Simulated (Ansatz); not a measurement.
Total density of states per atom from plane-wave PAW r²SCAN (Ansatz code), in 0.25 eV bins, energy from the Fermi level:

(E (eV), states/eV/atom): (-7.85, 0.00); (-7.60, 0.00); (-7.35, 0.00); (-7.10, 0.00); (-6.85, 0.00); (-6.60, 0.00); (-6.35, 0.00); (-6.10, 0.00); (-5.85, 0.16); (-5.60, 0.47); (-5.35, 0.48); (-5.10, 0.62); (-4.85, 0.53); (-4.60, 0.37); (-4.35, 0.75); (-4.10, 0.66); (-3.85, 0.93); (-3.60, 0.95); (-3.35, 1.02); (-3.10, 1.02); (-2.85, 0.52); (-2.60, 1.19); (-2.35, 1.31); (-2.10, 1.16); (-1.85, 1.19); (-1.60, 1.04); (-1.35, 1.12); (-1.10, 1.11); (-0.85, 0.73); (-0.60, 0.47); (-0.35, 0.42); (-0.10, 0.46); (0.15, 0.26); (0.40, 0.32); (0.65, 0.52); (0.90, 1.02); (1.15, 0.61); (1.40, 0.63); (1.65, 0.71); (1.90, 0.58); (2.15, 0.92); (2.40, 0.55); (2.65, 0.76); (2.90, 0.78); (3.15, 0.67); (3.40, 0.60); (3.65, 0.86); (3.90, 0.88); (4.15, 0.45); (4.40, 0.39); (4.65, 0.52)

### Question
Pick the material that matches.
A. ZrGeRu, Ima2 (Pearson symbol oI36)
B. CsAs2Ru2, I4/mmm (Cs on 2a, As on 4e, Ru on 4d)
C. Ru, dhcp (α-La type)
D. Co2Ge, Pnma (Co on 4c, Co on 4c, Ge on 4c)

### Answer
A, ZrGeRu, Ima2 (Pearson symbol oI36). Within 0.5 eV of the Fermi level: Ru 4d 48 %, Zr 4d 33 %, Ge 4p 12 %. Projections are on Löwdin-orthogonalised atomic valence shells; empty p or d shells of many metals are not among them.

The first step of the workflow began from a Materials Project structure, measured or hypothetical; the Crystallography Open Database copy checked does not list it. Its standing as an ambient phase is unchecked. The r²SCAN relaxation kept the symmetry of its start; its stability against distortions is not shown here. No spin polarisation was allowed. Scalar-relativistic: spin–orbit coupling is off unless named, which matters more the heavier the elements.

Potentials: the later of the program's two PAW sets.
